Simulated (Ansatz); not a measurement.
P2W:
```
P2W
1.0
    1.56570    -5.54027     0.00000
    1.56570     5.54027     0.00000
    0.00000     0.00000     4.93285
P W
4 2
Cartesian
  1.56570   4.76487   1.88718
  1.56570  -4.76487   4.35360
  1.56570  -3.29235   0.98889
  1.56570   3.29235   3.45531
  1.56570   1.03386   2.46621
  1.56570  -1.03386   4.93263
```

Relaxed with LDA. Special points in fractions of this cell's reciprocal vectors: Γ (0.000, 0.000, 0.000); Y (-0.500, 0.500, 0.000); C0 (-0.270, 0.730, 0.000); Σ0 (0.270, 0.270, 0.000); Z (0.000, 0.000, 0.500); A0 (0.270, 0.270, 0.500); E0 (-0.270, 0.730, 0.500); T (-0.500, 0.500, 0.500); S (0.000, 0.500, 0.000); R (0.000, 0.500, 0.500).

List the band energies nearest the Fermi level at these points for DFT-LDA in the program Ansatz with PAW potentials.

In eV from the Fermi level; about four levels below and three above (degenerate sets whole), none deeper than 8.9 eV; points with the same levels are listed once.

```csv
k,below,above
Γ,-2.21 -1.62 -1.31 -0.93,0.26 1.31 1.36
Y,-1.42 -1.21 -0.76 -0.17,0.51 1.01 2.27
C0,-3.40 -3.20 -2.41 -2.00,0.07 1.40 2.04
Z,-1.20 -1.20 -0.22 -0.22,0.95 0.95 2.00 2.00
A0,-3.29 -3.29 -1.30 -1.30,1.84 1.84 2.68 2.68
T,-1.83 -1.83 -1.19 -1.19,0.99 0.99 2.82 2.82
S,-3.73 -3.06 -2.78 -1.69,0.17 1.06 2.34
R,-3.40 -3.40 -1.11 -1.11,1.28 1.28 2.72 2.72
```

Space group Cmc2_1. The workflow started from a Materials Project entry (that database holds measured and hypothetical structures alike); the Crystallography Open Database files this formula in space group No. 36, but the cells were not matched. Its standing as an ambient phase is unchecked. The LDA relaxation kept the symmetry of its start; its stability against distortions is not shown here. The run is not spin-polarised. Scalar-relativistic: spin–orbit coupling is off unless named, which matters more the heavier the elements.

Potentials: the later of the program's two PAW sets.
